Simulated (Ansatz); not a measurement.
# Cutoff convergence: CuI

System: CuI (zinc blende type, first atom moved by 0.06 Å along [111]), 2 atoms in the cell.

```
Cu I
1.0
     0.00000    3.04500    3.04500
     3.04500    0.00000    3.04500
     3.04500    3.04500    0.00000
Cu I
1 1
Direct
  0.00569 0.00569 0.00569
  0.25000 0.25000 0.25000
```

Computed with HSE06, plane waves, PAW datasets (generated soft set 1) (Ansatz).

Exchange singularity: Wigner-Seitz; k-mesh 4×4×4 Γ-centred; Fermi–Dirac smearing of 0.05 eV; no spin polarisation; no spin–orbit coupling.

Cutoffs run: 280, 300, 320, 340, 380, 420, 480, 560 eV. At 560 eV the pressure at a fixed basis is 0.33 GPa and the rms force 0.168 eV/Å.

**Question.** From which of these cutoffs on do the forces lie within 5 meV/Å (rms) of the highest one?

**Answer.** From 300 eV.

**Question.** What pressure at a fixed basis does the 280 eV run show?

**Answer.** -10.58 GPa. An incomplete basis pulls the printed pressure down.

**Question.** Give the whole series.

**Answer.** 
```tsv
cutoff (eV)	E − E(top) (meV/atom)	pressure at fixed basis (GPa)	corrected pressure (GPa)	rms force change (meV/Å)
280	220.0	-10.58	0.77	14.2
300	82.1	-4.14	0.59	3.8
320	29.1	-1.05	0.45	0.3
340	15.9	-0.03	0.35	0.3
380	11.7	0.23	0.31	1.0
420	7.8	0.15	0.33	0.7
480	2.1	0.23	0.35	0.3
560	0.0	0.33	0.34	0.0
```
